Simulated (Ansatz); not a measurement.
MoSi$_{2}$ (MoSi2 type, space group I4/mmm)

```yaml
crystal:
  lattice:
    - [-1.60850, 1.60850, 3.93661]
    - [1.60850, -1.60850, 3.93661]
    - [1.60850, 1.60850, -3.93661]
  atoms:
    - { symbol: Mo, position: [0.00000, 0.00000, 0.00000] }
    - { symbol: Si, position: [0.33511, 0.33511, 0.00000] }
    - { symbol: Si, position: [0.66489, 0.66489, 0.00000] }
```

Grid over V/V₀ and (c/a)/(c/a)₀, subscript 0 meaning the relaxed cell; the conventional c axis lies along z; no internal relaxation.

Method: PBE (plane waves to 420 eV, PAW, scalar-relativistic; Ansatz, a quantum-chemistry and plane-wave program). k mesh 20×20×20 (Γ-centred), Fermi-Dirac smearing 0.05 eV. E stands for the smeared free energy. As the atoms are clamped, bonds stretch with the cell, which overstates energies and stresses. With partly filled bands, the response to shear is sensitive to the k mesh, so small differences along c/a are uncertain. MoSi2 is run without spin polarisation. MoSi2 was relaxed with its symmetry unable to fall. The PAW data are Ansatz's earlier set. The last digit holds for this mesh only.

Changes of ΔE (eV/atom) from the point V/V₀ = 1.000, (c/a)/(c/a)₀ = 1.000 when one coordinate moves alone (two changes are said to add if the coupling is within 5 % of the smaller one, nearly so within 20 %):

```tsv
point	change
V/V₀ = 1.000, (c/a)/(c/a)₀ = 0.880	0.1956
V/V₀ = 1.000, (c/a)/(c/a)₀ = 0.920	0.0804
V/V₀ = 1.000, (c/a)/(c/a)₀ = 0.960	0.0186
V/V₀ = 0.960, (c/a)/(c/a)₀ = 1.000	0.0152
V/V₀ = 0.973, (c/a)/(c/a)₀ = 1.000	0.0066
V/V₀ = 0.987, (c/a)/(c/a)₀ = 1.000	0.0016
V/V₀ = 1.013, (c/a)/(c/a)₀ = 1.000	0.0015
V/V₀ = 1.027, (c/a)/(c/a)₀ = 1.000	0.0060
V/V₀ = 1.040, (c/a)/(c/a)₀ = 1.000	0.0131
V/V₀ = 1.000, (c/a)/(c/a)₀ = 1.040	0.0158
V/V₀ = 1.000, (c/a)/(c/a)₀ = 1.080	0.0580
V/V₀ = 1.000, (c/a)/(c/a)₀ = 1.120	0.1194
```

Task: What is the change at V/V₀ = 1.040, (c/a)/(c/a)₀ = 1.120, where both move, and how far is it from the sum?

Result: The sum of the single changes is 0.0131 + (0.1194) = 0.1325; the calculation gives 0.1302, so the coupling contributes -0.0023 (under 20 % of the smaller single change, nearly additive).

(A scan under strain: stresses follow from slopes of the energy per volume, elastic moduli from its curvatures.)
